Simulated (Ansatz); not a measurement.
Method: r2SCAN, no spin polarisation; PAW, plane waves to 500 eV, 8×8×8 Γ-centred mesh, fermi-dirac occupations (width 0.1 eV) (Ansatz 0.2.0), atoms fixed.

Computed maps in the lattice plane spanned by a (left to right, 4.85 Å, 15 points from zero) and b (bottom to top, 4.84 Å, 15 points from zero), 90° apart, at height 0.236 along c. The fields are smooth PAW ones with compensation charges, not the true ones near nuclei.

Valence density. Digits on a logarithmic scale: 0 up to 0.03 e/Å³, each further digit a factor of 1.6, 9 from 1.3 e/Å³ up:
```
778766555555556
556555566666655
444445678997655
322335689999754
221234699999754
211124689999753
111123568997642
222222456766432
334332334544322
556543222332224
688764321111235
999975421111346
999996431112357
999996532223457
899976543333457
```

**Question.** The cell is BeAs2. Which atoms lie within 0.2 Å of this plane, and where (fractions of a and b)?

**Answer.** As at (0.12, 0.10), As at (0.62, 0.66). The whole cell:
```
As Be
1.0
     0.00000    0.00000    4.84935
     4.84131    0.00000    0.00000
     2.42066    4.54641   -2.42467
As Be
4 2
Direct
  0.11811 0.10320 0.23622
  0.88189 0.89680 0.76378
  0.38189 0.33942 0.76378
  0.61811 0.66058 0.23622
  0.25000 0.00000 0.00000
  0.75000 0.00000 0.00000
```

Origin: a known structure type with other elements, at an estimated volume, so it need not be a known compound. Caveats: atoms or cell far from equilibrium.
